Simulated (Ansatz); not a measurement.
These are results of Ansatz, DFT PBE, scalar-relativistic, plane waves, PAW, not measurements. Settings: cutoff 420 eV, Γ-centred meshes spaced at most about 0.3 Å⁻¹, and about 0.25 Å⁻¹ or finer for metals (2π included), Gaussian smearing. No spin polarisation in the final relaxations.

These are static total energies at zero pressure.

Two forms of La₂HfO₂ were relaxed alike.

A. Space group I4/mmm (No. 139), tetragonal, a = 5.187 Å, c = 9.088 Å. La has 4 O at 2.61 Å and 4 Hf at 3.45 Å; Hf has 2 O at 2.01 Å and 8 La at 3.45 Å; around O lie 1 Hf at 2.01 Å and 4 La at 2.61 Å.

B. Space group P-6m2 (No. 187), hexagonal, a = 3.972 Å, c = 9.209 Å. Around La lie 3 O at 2.39 Å and 3 Hf at 3.57 Å; Hf has 2 O at 2.06 Å and 6 La at 3.57 Å; O is surrounded by 1 Hf at 2.06 Å and 3 La at 2.39 Å.

Question: Which is lower in energy, and by how much?

Answer: B is lower, by 152 meV/atom. A has space group I4/mmm (No. 139), 24.5 Å³/atom and no gap on its mesh; B has space group P-6m2 (No. 187), 25.2 Å³/atom and no gap. Counting O atoms around Hf and La (those within 1.25 times the shortest such distance or 1.15 times the sum of covalent radii), A has La 4, Hf 2 and B has La 3, Hf 2. Both come from invented guesses. A third cell relaxed alike, in Cmmm, lies 64 meV/atom below the lower of the two.

Spin–orbit coupling, which can matter for Hf, is left out. Cells relaxed within their symmetry can be saddle points.
